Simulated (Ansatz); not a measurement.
Na₂PdSe₂:
```cif
data_Na4Pd2Se4
_chemical_formula_sum 'Na4 Pd2 Se4'
_space_group_name_H-M_alt 'P 1'
_space_group_IT_number 1
_cell_length_a 5.66458
_cell_length_b 5.66458
_cell_length_c 11.32142
_cell_angle_alpha 90.000
_cell_angle_beta 90.000
_cell_angle_gamma 141.756
loop_
_space_group_symop_operation_xyz
  'x, y, z'
loop_
_atom_site_label
_atom_site_type_symbol
_atom_site_fract_x
_atom_site_fract_y
_atom_site_fract_z
_atom_site_occupancy
Na1 Na 0.43645 0.56355 0.37271 1
Na2 Na 0.56355 0.43645 0.87271 1
Na3 Na 0.82429 0.17571 0.09323 1
Na4 Na 0.17571 0.82429 0.59323 1
Pd1 Pd 0.13520 0.86480 0.25156 1
Pd2 Pd 0.86480 0.13520 0.75156 1
Se1 Se 0.72228 0.27772 0.37260 1
Se2 Se 0.27772 0.72228 0.87260 1
Se3 Se 0.54680 0.45320 0.13190 1
Se4 Se 0.45320 0.54680 0.63190 1
```

Relaxed with r²SCAN.

Task: Tabulate the valence density and the electron localisation function along the shortest Pd–Se contact (2.48 Å), the program Ansatz at the r²SCAN level (PAW).

Result: 

```
distance from Pd (Å)  density (e/Å³)   ELF
--------------------  --------------  ----
0.25                           12.47  0.34
0.37                           10.41  0.43
0.50                            7.57  0.46
0.62                            4.66  0.43
0.75                            2.40  0.34
0.87                            1.16  0.24
0.99                            0.69  0.19
1.12                            0.54  0.25
1.24                            0.52  0.44
1.37                            0.57  0.65
1.49                            0.69  0.75
1.62                            0.86  0.78
1.74                            1.34  0.76
1.86                            2.69  0.68
1.99                            6.05  0.52
2.11                           13.45  0.32
2.24                           25.79  0.17
```

The density is the valence pseudo-density with augmentation charge, so density and ELF within about 1 Å of a nucleus are not all-electron values.

Space group Cmc2_1. The workflow started from a Materials Project entry (that database holds measured and hypothetical structures alike); the Crystallography Open Database copy checked does not list it. Its standing as an ambient phase is unchecked. The cell was relaxed with r²SCAN under the symmetry of its start; whether a distortion lowers the energy is not shown. The run is not spin-polarised.

Potentials: the later of the program's two PAW sets.
